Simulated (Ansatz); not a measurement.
Data:

Al₂Au:
```cif
data_Al4Au2
_chemical_formula_sum 'Au2 Al4'
_space_group_name_H-M_alt 'I4/mmm'
_space_group_IT_number 139
_space_group_name_Hall '-I 4 2'
_cell_length_a 3.61571
_cell_length_b 3.61571
_cell_length_c 7.66559
_cell_angle_alpha 90.000
_cell_angle_beta 90.000
_cell_angle_gamma 90.000
loop_
_atom_site_label
_atom_site_type_symbol
_atom_site_symmetry_multiplicity
_atom_site_Wyckoff_symbol
_atom_site_fract_x
_atom_site_fract_y
_atom_site_fract_z
_atom_site_occupancy
Au1 Au 2 a 0.00000 0.00000 0.00000 1
Al1 Al 4 e 0.00000 0.00000 0.33570 1
```
(The calculation used a cell of 3 atoms; values per cell refer to that cell.)

This is the PBEsol-relaxed structure.

Question: All from the program Ansatz at the PBEsol level (PAW), unless another level is named. Estimate the density of states at the Fermi level.

Answer: 0.30 states/eV per atom (mean over ±0.08 eV).

Question: And the formation energy from the elements (no fitted shifts)?

Answer: -0.21 eV/atom.

A made-up cell: these elements were put on the sites of a structure type; neither database checked (COD, Materials Project) lists it. COD files the formula under space group No. 225. Whether it is the stable phase at ambient conditions was not checked. Symmetry was held in the PBEsol relaxation; its stability against distortions is not shown here. The references are the lowest solids computed at this level, not always the standard phases. Scalar-relativistic: spin–orbit coupling is off unless named, which matters more the heavier the elements.

Potentials: the later of the program's two PAW sets.
